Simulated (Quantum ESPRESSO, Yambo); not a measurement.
# Quasiparticle gap of KLuO$_{2}$ at +1 % isotropic strain

```
CELL_PARAMETERS angstrom
      1.69388     0.97796     6.19356
     -1.69388     0.97796     6.19356
      0.00000    -1.95592     6.19356
ATOMIC_POSITIONS crystal
  O  0.22752 0.22752 0.22752
  O  0.77248 0.77248 0.77248
  K  0.00000 0.00000 0.00000
  Lu 0.50000 0.50000 0.50000
```

The PBEsol cell relaxed from Materials Project entry mp-1178135 was given an isotropic strain of +1 % on all lattice vectors, and the atoms were relaxed again.

Starting point: PBEsol (pw.x of Quantum ESPRESSO, ONCV potentials, scalar-relativistic). G0W0 in Yambo: 4×4×4 Γ-centred k mesh, bands 2 to 122 and a 8 Ry block in the screening, 122 bands in G with the Bruneval-Gonze terminator, plasmon pole fitted at 27.2 eV.

```yaml
PBEsol gap along the band path: 3.50 eV
PBEsol gap between the mesh's edge points (Γ → Γ): 3.50 eV
G0W0 gap between the same points: 4.29 eV
```

```
k point  band  E PBEsol (eV)  E QP (eV)  shift (eV)     Z
-------  ----  -------------  ---------  ----------  ----
Γ          VB           0.00      -0.03       -0.03  0.80
Γ          CB           3.50       4.26        0.76  0.85
L          VB          -0.59      -0.57        0.01  0.80
L          CB           4.76       5.65        0.89  0.84
F          VB          -0.39      -0.50       -0.11  0.80
F          CB           3.70       4.60        0.90  0.85
```

Energies count from the PBEsol valence-band maximum.

Convergence of the G0W0 settings was not tested.

The 4f states are in the valence at their DFT position.

The structure is a Materials Project entry; no match was found in the copy of COD used, and its stability was not checked.
